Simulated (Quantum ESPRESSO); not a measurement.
**Kohn-Sham bands of CsI (rock salt)**

```
CsI
1.0
    0.00000     3.90508     3.90508
    3.90508     0.00000     3.90508
    3.90508     3.90508     0.00000
Cs I
1 1
Direct
  0.00000   0.00000   0.00000
  0.50000   0.50000   0.50000
```

Structure: Materials Project mp-614603, symmetrised, not relaxed again. Not found in the COD (Crystallography Open Database) copy used, which has the formula in other groups; not checked further. Level: PBEsol, no spin polarisation, no spin-orbit coupling; pw.x of Quantum ESPRESSO at 56 Ry with PseudoDojo potentials, 8×8×8 k-points, Wannier90. Density: 8×8×8 mesh, cold smearing 0.01 Ry. Spin-orbit coupling is left out although heavy elements are present.

Question: List the Kohn-Sham levels between −8 and 6.8 eV relative to the valence-band maximum at the high-symmetry points, as a band run of pw.x on that density gives them (levels within 2 meV counted together).

Answer: 
```csv
point,k (reciprocal lattice),levels (eV)
Γ,0.000 0.000 0.000,"-6.72 (×3), 0.00 (×3), 3.78, 5.63 (×3), 6.18 (×2)"
X,0.500 0.000 0.500,"-6.88, -6.78 (×2), -0.30, -0.10 (×2), 4.43, 5.78"
U,0.625 0.250 0.625,"-6.85, -6.76, -6.75, -0.38, -0.26, -0.22, 5.04, 6.62, 6.65"
K,0.375 0.375 0.750,"-6.85, -6.76, -6.75, -0.38, -0.26, -0.22, 5.04, 6.62, 6.65"
L,0.500 0.500 0.500,"-6.72 (×2), -6.68, -0.78, -0.33 (×2), 5.76, 6.28"
W,0.500 0.250 0.750,"-6.83 (×2), -6.70, -0.42, -0.22 (×2), 5.64 (×2), 6.62, 6.73"
```
